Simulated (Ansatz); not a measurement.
A plane-wave DFT run in Ansatz 0.2.0 (scalar-relativistic PAW potentials unless the input names others): input and command.

```yaml
crystal:
  lattice:
    - [-2.84976059, 2.84976059, 2.32833796]
    - [2.84976059, -2.84976059, 2.32833796]
    - [2.84976059, 2.84976059, -2.32833796]
  atoms:
    - { symbol: Te, position: [0.75, 0.25, 0.5] }
    - { symbol: Te, position: [0.0, 0.0, 0.0] }
    - { symbol: As, position: [0.375, 0.625, 0.25] }
    - { symbol: As, position: [0.375, 0.125, 0.75] }
    - { symbol: As, position: [0.375, 0.625, 0.75] }
    - { symbol: As, position: [0.875, 0.625, 0.25] }
basis:
  ecutwfc: 420
kpoints:
  mp_grid: { grid: [8, 8, 8] }
hamiltonian:
  xc: pbe
scf:
  occupations: { method: gaussian, width: 0.1 }
  max_iter: 50
output:
  forces: true
  eigenvalues: true
  stress: true
```

```bash
ansatz run input.yaml --threads 1 --pin off --max-ram 2560MiB --backend cpu --events-out ev --progress --plain --runs-dir out
```

Abridged log:
```
Basis set: ecut = 420 eV, 1519 PW (Γ), exchange–correlation on 64×64×64 points (8 copies of the dense FFT grid, shifted against one another)
Bands: 56, of which v1, the nominal top of the filled ones, is band 46 counted from 1 (45 counted from 0)
Symmetry: 16 space group operations
k-points: 59 of 512
SCF iter   1: F=—  HF=-33361.309249 eV  |F-HF|=—  |Δ(HF+E_count)|=         —  Δρ=1.05e-2  dr2=1.72e-1  ethr=1.77e-3  ⟨swp⟩=6.5  Hψ=12365  notcnv=0  defer=39
SCF iter   2: F=—  HF=-33361.275724 eV  |F-HF|=—  |Δ(HF+E_count)|=   3.35e-2  Δρ=6.52e-3  dr2=6.87e-2  ethr=1.87e-4  ⟨swp⟩=1.7  Hψ=3961  notcnv=0  defer=98
SCF iter   3: F=—  HF=-33361.253860 eV  |F-HF|=—  |Δ(HF+E_count)|=   2.19e-2  Δρ=1.58e-3  dr2=3.48e-3  ethr=7.47e-5  ⟨swp⟩=2.0  Hψ=4246  notcnv=0  defer=98
SCF iter   4: F=—  HF=-33361.251545 eV  |F-HF|=—  |Δ(HF+E_count)|=   2.31e-3  Δρ=5.85e-4  dr2=1.24e-4  ethr=3.79e-6  ⟨swp⟩=2.0  Hψ=5205  notcnv=0  defer=98
SCF iter   5: F=—  HF=-33361.251586 eV  |F-HF|=—  |Δ(HF+E_count)|=   4.08e-5  Δρ=1.21e-4  dr2=6.81e-6  ethr=1.35e-7  ⟨swp⟩=2.8  Hψ=5288  notcnv=0  defer=98
SCF iter   6: F=—  HF=-33361.251575 eV  |F-HF|=—  |Δ(HF+E_count)|=   1.14e-5  Δρ=2.52e-5  dr2=4.83e-7  ethr=7.40e-9  ⟨swp⟩=2.0  Hψ=5224  notcnv=0  defer=110
SCF iter   7: F=-33361.251575 eV  HF=-33361.251575 eV  |F-HF|=1.11e-8  |Δ(HF+E_count)|=   4.95e-8  Δρ=4.64e-6  dr2=2.03e-8  ethr=1.09e-10  ⟨swp⟩=8.8  Hψ=14678  notcnv=0
SCF 1 converged in 7 iterations: F = -33361.251575 eV  dr2 = 2.03e-8
SCF converged after 7 iterations
Free energy (F): -33361.251575 eV
Harris-Foulkes:  -33361.251575 eV  (|F-HF|=1.11e-8)
Internal energy: -33361.244501 eV  (E = F + TS)
E sigma→0 (E₀):  -33361.248038 eV
Entropy (-TS):   -0.007074 eV (-1.179 meV/atom)
Fermi energy:    25.087067 eV
--- Forces (eV/Å), atoms counted from 1 ---
  atom   1  Te     0.00000000     0.00000000     0.00000000
  atom   2  Te     0.00000000     0.00000000     0.00000000
  atom   3  As     0.00000000     0.00000000     0.00000000
  atom   4  As     0.00000000     0.00000000     0.00000000
  atom   5  As     0.00000000     0.00000000     0.00000000
  atom   6  As     0.00000000     0.00000000     0.00000000
--- Stress (GPa, compression-positive) ---
      149.965092       0.000000       0.000000
        0.000000     149.965092       0.000000
        0.000000       0.000000     228.205050
  P = ⅓ Tr σ = 176.0451 GPa (1760.451 kbar)
```

The run was meant for a cell not far from equilibrium. What is wrong with this input?

The fault is a lattice far too small (lattice vectors times 0.800). Setting it back cures it. The run converged all the same, with an energy at zero smearing 3.7 eV/atom above the reference's, pressure 176.05 GPa, largest force 0.000 eV/Å, no gap on the mesh, so convergence alone doesn't show that an input is right. A reference run of the cell with lattice vectors -3.5622 3.5622 2.9104; 3.5622 -3.5622 2.9104; 3.5622 3.5622 -2.9104 Å and the atoms in their places converged, and the end of its own relaxation has pressure -0.01 GPa, largest force 0.000 eV/Å, no gap on the mesh.

Time: 17 s on 1 thread of Arm Neoverse V1, on a shared host, peak memory 0.44 GiB.